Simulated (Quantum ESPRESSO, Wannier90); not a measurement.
Wannierisation of RbHgF$_{3}$ (cubic perovskite)

```
begin unit_cell_cart
ang
    4.5492200000    0.0000000000    0.0000000000
    0.0000000000    4.5492200000    0.0000000000
    0.0000000000    0.0000000000    4.5492200000
end unit_cell_cart
begin atoms_frac
Rb   0.0000000000  0.0000000000  0.0000000000
Hg   0.5000000000  0.5000000000  0.5000000000
F    0.5000000000  0.0000000000  0.5000000000
F    0.0000000000  0.5000000000  0.5000000000
F    0.5000000000  0.5000000000  0.0000000000
end atoms_frac
```

Structure: Materials Project mp-7482, symmetrised, not relaxed again. COD (Crystallography Open Database) records the formula in this space group. Ideal cubic forms of this type are often high-temperature phases that distort on cooling; symmetry holds the cell here, and its stability was not tested. Method: PBEsol plane waves in Quantum ESPRESSO 7.5 (PseudoDojo norm-conserving files, 68 Ry, no spin polarisation, no spin-orbit coupling), Bloch states on a 6×6×6 mesh through Γ, Wannier90 4.0.1. Density: 8×8×8 mesh, Gaussian smearing 0.01 Ry. Spin-orbit coupling is left out although heavy elements are present.

Bands 12-25 form an isolated set from -6.41 to 0.00 eV relative to the valence-band maximum (on the path) and are turned into 14 Wannier functions by minimising the spread from the start: atomic waves F 2p, Hg 5d.

Centres (Cartesian, Å; one of the equivalent choices) and spreads:

| n | x | y | z | spread (Å²) | nearest atom |
|---|---|---|---|---|---|
| 1 | 2.275 | 2.275 | 2.275 | 0.849 | Hg2 |
| 2 | 2.275 | 2.275 | 2.275 | 0.766 | Hg2 |
| 3 | 2.275 | 2.275 | 2.275 | 0.766 | Hg2 |
| 4 | 2.275 | 2.275 | 2.275 | 0.849 | Hg2 |
| 5 | 2.275 | 2.275 | 2.275 | 0.766 | Hg2 |
| 6 | 2.275 | 0.000 | 2.275 | 0.711 | F3 |
| 7 | 2.275 | 0.000 | 2.275 | 0.711 | F3 |
| 8 | 2.275 | 0.000 | 2.275 | 0.999 | F3 |
| 9 | 0.000 | 2.275 | 2.275 | 0.711 | F4 |
| 10 | 0.000 | 2.275 | 2.275 | 0.999 | F4 |
| 11 | 0.000 | 2.275 | 2.275 | 0.711 | F4 |
| 12 | 2.275 | 2.275 | 0.000 | 0.999 | F5 |
| 13 | 2.275 | 2.275 | 0.000 | 0.711 | F5 |
| 14 | 2.275 | 2.275 | 0.000 | 0.711 | F5 |

Ω_I = 11.04 Å², Ω_total = 11.26 Å²; the interpolated bands follow pw.x to 0.3 meV rms on the path. Only this start was tried; a symmetric start can stop on a saddle, and mixtures of these functions could lower the total by at most Ω_total − Ω_I.
